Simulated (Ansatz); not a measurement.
**Re: what symmetry allows forces and stress to be**

```
Re
1.0
     2.84587   -0.02028    0.00000
    -1.44049    2.55865    0.00000
     0.00000    0.00000    8.81594
Re
4
Direct
  0.97606 0.02933 0.99778
  0.35197 0.67390 0.25000
  0.97606 0.02933 0.50222
  0.69590 0.26744 0.75000
```

These are results of DFT PBEsol, scalar-relativistic, plane waves, PAW in Ansatz, not measurements.

Plane waves to 420 eV, a k mesh through Γ of 14×14×4 on the computed 4-atom cell and Gaussian smearing (0.10 eV); no spin polarisation.

This distorted cell has space group Pm, with 2 operations.

Problem. Without a calculation: in which directions can each atom feel a force?

Solution. A force must be left unchanged by every operation that keeps its atom in place, so it lies in the space that those operations leave fixed. Atoms that the group maps onto each other feel forces of one size.
```
atom site symmetry operations at the site equivalent to atom allowed force (Cartesian)
 Re1              1                       1                   1                              any direction
 Re2              m                       2                   2  in the plane normal to (0.00, 0.00, 1.00)
 Re3              1                       1                   1                              any direction
 Re4              m                       2                   4  in the plane normal to (0.00, 0.00, 1.00)
```

That leaves 7 independent force components of 12, tied by 2 conditions that the forces sum to zero, so 5 remain. A relaxation in this cell that keeps the symmetry moves the atoms in these directions alone.

Problem. And the stress tensor?

Solution. It must be invariant under the point group, which leaves 4 independent components: yz, xz vanish.

Problem. Do the computed values obey this?

Solution. Yes. Forces (eV/Å):
```
Re1  0.793 -0.480  0.655
Re2 -0.412  0.015  0.000
Re3  0.793 -0.480 -0.655
Re4 -1.174  0.946  0.000
```

Stress (GPa, compression positive, xx yy zz yz xz xy): -24.63 -36.38 -12.95 0.00 0.00 0.71. The program imposes the same operations on density, forces and stress, so this confirms the analysis and is no independent test of the calculation.

Spin–orbit coupling is left out, which can shift energies with elements as heavy as these.